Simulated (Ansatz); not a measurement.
**Ba6LiNb2IrCl2O12: field gradients at two levels of theory**

Cell: a Materials Project structure (computed, not necessarily an observed phase).

Space group P3m1 (No. 156); a = 5.9568, c = 15.5582 Å, γ = 120.00°.

| site | Wyckoff | site symmetry | x | y | z |
| --- | --- | --- | --- | --- | --- |
| Ba1 | 1a | 3m. | 0.0000 | 0.0000 | 0.3633 |
| Ba2 | 1a | 3m. | 0.0000 | 0.0000 | 0.7890 |
| Ba3 | 1b | 3m. | 0.3333 | 0.6667 | 0.6356 |
| Ba4 | 1b | 3m. | 0.3333 | 0.6667 | 0.8911 |
| Ba5 | 1a | 3m. | 0.0000 | 0.0000 | 0.0665 |
| Ba6 | 1b | 3m. | 0.3333 | 0.6667 | 0.2328 |
| Li | 1b | 3m. | 0.3333 | 0.6667 | 0.0632 |
| Nb8 | 1c | 3m. | 0.6667 | 0.3333 | 0.8179 |
| Nb9 | 1c | 3m. | 0.6667 | 0.3333 | 0.1835 |
| Ir | 1c | 3m. | 0.6667 | 0.3333 | 0.0009 |
| Cl11 | 1b | 3m. | 0.3333 | 0.6667 | 0.4288 |
| Cl12 | 1a | 3m. | 0.0000 | 0.0000 | 0.5808 |
| O13 | 3d | .m. | 0.8192 | 0.6384 | 0.9131 |
| O14 | 3d | .m. | 0.9950 | 0.4975 | 0.7579 |
| O15 | 3d | .m. | 0.8279 | 0.6557 | 0.2453 |
| O18 | 3d | .m. | 0.5086 | 0.0172 | 0.0883 |

One atom of each set is listed.

First run. The numbers come from a DFT calculation in Ansatz (PBE, plane waves and PAW, scalar-relativistic, 420 eV cutoff, Γ-centred 5×5×2 k-points, Fermi–Dirac smearing 0.02 eV).

```csv
site,V_zz (10²¹ V/m²),η
Ba1,-15.67,0.00
Ba2,-1.59,0.00
Ba3,-15.97,0.00
Ba4,12.75,0.00
Ba5,4.55,0.00
Ba6,7.41,0.00
Li,0.79,0.00
Nb8,1.58,0.00
Nb9,0.23,0.00
Ir,9.10,0.00
O13,7.93,0.24
O14,-2.05,0.78
O15,-2.22,0.87
O18,7.99,0.37
```

Second run. The same atoms and settings, except that the gradients are read without the response of the frozen cores to their surroundings (frozen_core: stored), which the first run includes.

Problem. What does the second run give?

Solution. 

```tsv
site	V_zz	η	change of V_zz
Ba1	-15.21	0.00	+0.46
Ba2	-1.48	0.00	+0.11
Ba3	-15.61	0.00	+0.36
Ba4	12.36	0.00	-0.39
Ba5	4.48	0.00	-0.07
Ba6	6.99	0.00	-0.42
Li	0.79	0.00	0.00
Nb8	1.73	0.00	+0.15
Nb9	0.41	0.00	+0.18
Ir	4.42	0.00	-4.68
O13	8.12	0.24	+0.19
O14	-2.09	0.77	-0.04
O15	-2.26	0.86	-0.04
O18	8.18	0.37	+0.19
```

The largest change of V_zz is on Ir, from 9.10 to 4.42. In per cent, |V_zz| changes by -7 to -2 on Ba, 0 on Li, +10 on Nb, -51 on Ir, +2 on O (all sites that start above 0.5). The table leaves out 2 of the 16 sites, with |V_zz| up to 0.35; their tensors move by 0.05 at most along any direction. The statements above cover all sites.

The largest force is 0.4 eV/Å, so the atoms aren't at the calculated equilibrium and relaxing them would move these values. Spin–orbit coupling is left out, which shifts gradients on Ir by a few per cent, and by more where contributions nearly cancel.
For the first run: With these PAW files V_zz is typically within 2 to 3 % of all-electron values, but misses above 10 % occur on Li.
